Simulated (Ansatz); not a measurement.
Relaxed Se (trigonal-Se type, space group P3_121):

```yaml
crystal:
  lattice:
    - [9.05880, 0.00000, 0.00000]
    - [-2.26470, 3.92257, 0.00000]
    - [0.00000, 0.00000, 5.04244]
  atoms:
    - { symbol: Se, position: [0.10920, 0.00000, 0.83333] }
    - { symbol: Se, position: [0.60920, 0.00000, 0.83333] }
    - { symbol: Se, position: [0.00000, 0.21841, 0.16667] }
    - { symbol: Se, position: [0.50000, 0.21841, 0.16667] }
    - { symbol: Se, position: [0.39080, 0.78159, 0.50000] }
    - { symbol: Se, position: [0.89080, 0.78159, 0.50000] }
```

In each cell atom 1 (Se, nearest neighbour Se at 2.400 Å; its periodic images, 4.5 Å or more away, move with it) moves by s·(0.000, 0.000, 1.000) (along Cartesian z), the rest being held.

Method: PBE (plane waves to 420 eV, PAW, scalar-relativistic; Ansatz, a program for electronic structure). k mesh 7×7×5 (Γ-centred), Fermi-Dirac smearing 0.05 eV. E stands for the smeared free energy. Se was relaxed with its symmetry unable to fall. The PAW data are Ansatz's earlier set. ΔE is measured from the undisplaced structure.

```tsv
s (Å)	ΔE (meV/cell)
-0.240	227.1
-0.192	144.7
-0.144	81.1
-0.096	35.9
-0.048	9.0
0.000	0.0
0.048	9.0
0.096	withheld
0.144	81.5
0.192	145.6
0.240	228.9
```

### Question
Fit a polynomial form (powers 2, 3, 4) to the given rows and predict ΔE at s = 0.096.

### Answer
Least squares on the 10 given rows: ΔE = (3899)·s² + (64.98)·s³ + (1028)·s⁴, in meV/cell with s in Å; root-mean-square residual 0.02 meV/cell. At 0.096 the fit gives 36.1 meV/cell; the calculation gives 36.1 meV/cell, the same to the digits shown. The quadratic term alone would give 35.9 meV/cell.

(For displaced atoms, the force is minus the slope of the energy, and its curvature is a force constant, which sets phonon frequencies.)
